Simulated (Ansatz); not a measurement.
SiBMo:
```cif
data_B2Mo2Si2
_chemical_formula_sum 'Si2 B2 Mo2'
_space_group_name_H-M_alt 'P 1'
_space_group_IT_number 1
_cell_length_a 6.83304
_cell_length_b 6.83304
_cell_length_c 3.14551
_cell_angle_alpha 90.000
_cell_angle_beta 90.000
_cell_angle_gamma 153.494
loop_
_space_group_symop_operation_xyz
  'x, y, z'
loop_
_atom_site_label
_atom_site_type_symbol
_atom_site_fract_x
_atom_site_fract_y
_atom_site_fract_z
_atom_site_occupancy
Si1 Si 0.70214 0.29786 0.25000 1
Si2 Si 0.29786 0.70214 0.75000 1
B1 B 0.46753 0.53247 0.75000 1
B2 B 0.53247 0.46753 0.25000 1
Mo1 Mo 0.10262 0.89738 0.75000 1
Mo2 Mo 0.89738 0.10262 0.25000 1
```

Relaxed with r²SCAN.

Task: Tabulate the valence density and the electron localisation function along the shortest Si–Si contact (2.56 Å), r²SCAN (plane waves, PAW; program Ansatz).

Result: 

```csv
distance from Si (Å),density (e/Å³),ELF
0.26,0.15,0.37
0.38,0.20,0.30
0.51,0.28,0.34
0.64,0.35,0.46
0.77,0.40,0.58
0.90,0.41,0.66
1.02,0.39,0.68
1.15,0.38,0.67
1.28,0.37,0.66
1.41,0.38,0.67
1.54,0.39,0.68
1.66,0.41,0.66
1.79,0.40,0.58
1.92,0.35,0.46
2.05,0.28,0.34
2.18,0.20,0.30
2.30,0.15,0.37
```

The density is the valence pseudo-density with augmentation charge, so density and ELF within about 1 Å of a nucleus are not all-electron values.

Space group Cmcm. The start of the workflow was typed in or built on a structure type; neither database checked (COD, Materials Project) lists it. Whether it is the stable phase at ambient conditions was not checked. The r²SCAN relaxation kept the symmetry of its start; its stability against distortions is not shown here. No spin polarisation was allowed.

Potentials: the earlier of the program's two PAW sets. The files were generated under PBE; for other functionals the program regenerates the frozen cores, and for LDA and PBEsol the local potential too.
